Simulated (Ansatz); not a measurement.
One crystal and one scan (generalised stacking-fault energy along a line) at two levels, PBE (plane waves to 420 eV, PAW, scalar-relativistic; Ansatz, a program for electronic structure) and PBEsol (plane waves to 420 eV, PAW, scalar-relativistic; Ansatz), each from its own relaxed cell and on its own mesh. The cell shown is that of PBE.

Generalised stacking fault of PbTe (rock salt) on the {110} plane. The cell below holds the perfect crystal with the plane normal along z; tilting its third vector by the shift puts one fault into each cell, between planes 2.32 Å apart, at fixed cell height.

```xyz
6
Lattice="4.6453 0.0000 0.0000 0.0000 6.5694 0.0000 2.3226 3.2847 6.9679" Properties=species:S:1:pos:R:3 pbc="T T T"
Te     1.9355     2.7372     5.8066
Te     1.9355     2.7372     1.1613
Te     4.2582     6.0219     3.4839
Pb     1.9355     6.0219     5.8066
Pb     1.9355     6.0219     1.1613
Pb     4.2582     2.7372     3.4839
```

In-plane vectors a = (4.645, 0.000) Å, b = (0.000, 6.569) Å, area 30.52 Å². The shift is s times the vector a (length 4.645 Å), so s = 1 restores the start. The shift is rigid: no atom relaxes. γ = [E(shift) − E(0)] / area.

Energies are extrapolated to zero smearing. PbTe was relaxed with its symmetry unable to fall. Spin-orbit coupling is left out, though Pb and Te are heavy. The PAW data are Ansatz's earlier set. As the smearing reaches across the gap at some points, the k mesh leaves noise in γ, roughly 0.02 J/m² as judged from a few cases. Faults lie only 6.8 Å apart, and holding the cell height and the atoms raises γ above its relaxed value. Faults lie only 7.0 Å apart, and holding the cell height and the atoms raises γ above its relaxed value. Both scans cover s from 0.000 to 0.917.

γ (J/m²), each from zero shift of its own level:

```csv
s,PBE,PBEsol
0.000,0.00,0.00
0.083,0.11,0.13
0.167,0.46,0.56
0.250,1.08,1.29
0.333,1.91,withheld
0.417,2.68,3.13
0.500,3.00,3.50
0.583,2.68,3.13
0.667,1.91,withheld
0.750,1.08,1.29
0.833,0.46,0.56
0.917,0.11,0.13
```

Question: Estimate the PBEsol value at 0.333 from the PBE value there and the ratio of the two levels in the two nearest given rows on that side of the minimum.

Answer: At 0.250 and 0.417 the ratio PBEsol/PBE averages 1.181, which gives 1.181 × 1.91 = 2.26 J/m². The calculation gives 2.25 J/m², +17.8 % against PBE.

(The slope of γ gives the shear force per area between the displaced halves; near zero shift its curvature is an elastic stiffness.)
